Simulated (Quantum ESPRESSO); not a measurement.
```cif
data_F3HgRb
_chemical_formula_sum 'F3 Rb1 Hg1'
_space_group_name_H-M_alt 'P 1'
_space_group_IT_number 1
_cell_length_a 4.54922
_cell_length_b 4.54922
_cell_length_c 4.54922
_cell_angle_alpha 90.000
_cell_angle_beta 90.000
_cell_angle_gamma 90.000
loop_
_space_group_symop_operation_xyz
  'x, y, z'
loop_
_atom_site_label
_atom_site_type_symbol
_atom_site_fract_x
_atom_site_fract_y
_atom_site_fract_z
_atom_site_occupancy
F1 F 0.50000 0.00000 0.50000 1
F2 F 0.00000 0.50000 0.50000 1
F3 F 0.50000 0.50000 0.00000 1
Rb1 Rb 0.00000 0.00000 0.00000 1
Hg1 Hg 0.50000 0.50000 0.50000 1
```

The geometry is that of Materials Project entry mp-7482, symmetrised and not relaxed again.

Problem. What does PBEsol (Quantum ESPRESSO, PseudoDojo norm-conserving, 84 Ry, with spin-orbit coupling) give for the electronic structure near the Fermi level?

Solution. The PBEsol gap is indirect, 0.35 eV, from R to Γ; the smallest direct gap is 2.85 eV. Another valence extremum on the path lies within 0.02 eV, too close to call. The cell is held in this high symmetry; tilts and polar distortions were not searched.
